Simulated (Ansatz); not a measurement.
Geometry optimisation in Ansatz: input, command and trajectory.

```yaml
crystal:
  lattice:
    - [2.1135714166, 1.2202710263, 7.4374974411]
    - [-2.1135714166, 1.2202710263, 7.4374974411]
    - [0.0, -2.4405420527, 7.4374974411]
  atoms:
    - { symbol: Bi, position: [0.0, 0.0, 0.0] }
    - { symbol: Te, position: [0.222, 0.222, 0.222] }
    - { symbol: Te, position: [0.778, 0.778, 0.778] }
    - { symbol: As, position: [0.5, 0.5, 0.5] }
basis:
  ecutwfc: 420
kpoints:
  mp_grid: { grid: [6, 6, 6] }
hamiltonian:
  xc: pbe
scf:
  occupations: { method: gaussian, width: 0.1 }
  lower_state_search: "off"
output:
  forces: true
  stress: true
  eigenvalues: true
relax:
  adjacent_minimum: "off"
  f_tol: 0.04
  max_steps: 70
  cell: { stress_tol: 0.4 }
```

```bash
ansatz run input.yaml --threads 1 --pin off --max-ram 2560MiB --backend cpu --events-out ev --progress --plain --runs-dir out
```

Computed with Ansatz 0.2.0, DFT PBE, scalar-relativistic, plane waves, PAW.

Of 6 frames 6 are shown, positions in Å and forces in eV/Å; the SCF threshold varies from step to step. Steps run on the plane waves of an earlier cell, with a Pulay correction in the pressure. The basis is chosen afresh for the last frame, the zero of the energies, and at times for earlier ones too; energy and pressure can step there, also at an unchanged geometry. Where two frames share a geometry here, they differ by under 2 meV/atom and 0.3 GPa.

```xyz
4
Lattice="2.1136 1.2203 7.4375 -2.1136 1.2203 7.4375 0.0000 -2.4405 7.4375" Properties=species:S:1:pos:R:3:forces:R:3 pbc="T T T" step=1 free_energy_over_end_meV_per_atom=323.24 pressure_GPa=6.42
Bi    0.0000    0.0000    0.0000    0.0000    0.0000    0.0000
Te    0.0000    0.0000    4.9534    0.0000    0.0000    2.5925
Te    0.0000    0.0000   17.3591    0.0000    0.0000   -2.5925
As    0.0000    0.0000   11.1562    0.0000    0.0000    0.0000
4
Lattice="2.1415 1.2364 7.5552 -2.1415 1.2364 7.5552 0.0000 -2.4728 7.5552" Properties=species:S:1:pos:R:3:forces:R:3 pbc="T T T" step=2 free_energy_over_end_meV_per_atom=93.14 pressure_GPa=1.19
Bi    0.0000    0.0000    0.0000    0.0000    0.0000    0.0000
Te    0.0000    0.0000    5.2324    0.0000    0.0000    1.4330
Te    0.0000    0.0000   17.4331    0.0000    0.0000   -1.4330
As    0.0000    0.0000   11.3327    0.0000    0.0000    0.0000
4
Lattice="2.1277 1.2284 7.5103 -2.1277 1.2284 7.5103 0.0000 -2.4568 7.5103" Properties=species:S:1:pos:R:3:forces:R:3 pbc="T T T" step=3 free_energy_over_end_meV_per_atom=7.85 pressure_GPa=1.08
Bi    0.0000    0.0000    0.0000    0.0000    0.0000    0.0000
Te    0.0000    0.0000    5.3981    0.0000    0.0000    0.3377
Te    0.0000    0.0000   17.1328    0.0000    0.0000   -0.3377
As    0.0000    0.0000   11.2654    0.0000    0.0000    0.0000
4
Lattice="2.1458 1.2389 7.4649 -2.1458 1.2389 7.4649 0.0000 -2.4778 7.4649" Properties=species:S:1:pos:R:3:forces:R:3 pbc="T T T" step=4 free_energy_over_end_meV_per_atom=0.90 pressure_GPa=0.49
Bi    0.0000    0.0000    0.0000    0.0000    0.0000    0.0000
Te    0.0000    0.0000    5.4191    0.0000    0.0000    0.0103
Te    0.0000    0.0000   16.9756    0.0000    0.0000   -0.0103
As    0.0000    0.0000   11.1974    0.0000    0.0000    0.0000
4
Lattice="2.1604 1.2473 7.4358 -2.1604 1.2473 7.4358 0.0000 -2.4947 7.4358" Properties=species:S:1:pos:R:3:forces:R:3 pbc="T T T" step=5 free_energy_over_end_meV_per_atom=0.21 pressure_GPa=0.00
Bi    0.0000    0.0000    0.0000    0.0000    0.0000    0.0000
Te    0.0000    0.0000    5.4012    0.0000    0.0000   -0.0010
Te    0.0000    0.0000   16.9061    0.0000    0.0000    0.0010
As    0.0000    0.0000   11.1536    0.0000    0.0000    0.0000
4
Lattice="2.1604 1.2473 7.4358 -2.1604 1.2473 7.4358 0.0000 -2.4947 7.4358" Properties=species:S:1:pos:R:3:forces:R:3 pbc="T T T" step=6 free_energy_over_end_meV_per_atom=0.00 pressure_GPa=0.00
Bi    0.0000    0.0000    0.0000    0.0000    0.0000    0.0000
Te    0.0000    0.0000    5.4012    0.0000    0.0000   -0.0010
Te    0.0000    0.0000   16.9061    0.0000    0.0000    0.0010
As    0.0000    0.0000   11.1536    0.0000    0.0000    0.0000
```

The start puts this composition into another compound's structure type, which needn't suit it. At the end the space group is R-3m (tolerance 0.05 Å).

Time: 66 s on 1 thread of Arm Neoverse V1 (shared host), peak memory 0.46 GiB.

The k mesh is coarse. Spin–orbit coupling is left out, which can shift energies with elements as heavy as these.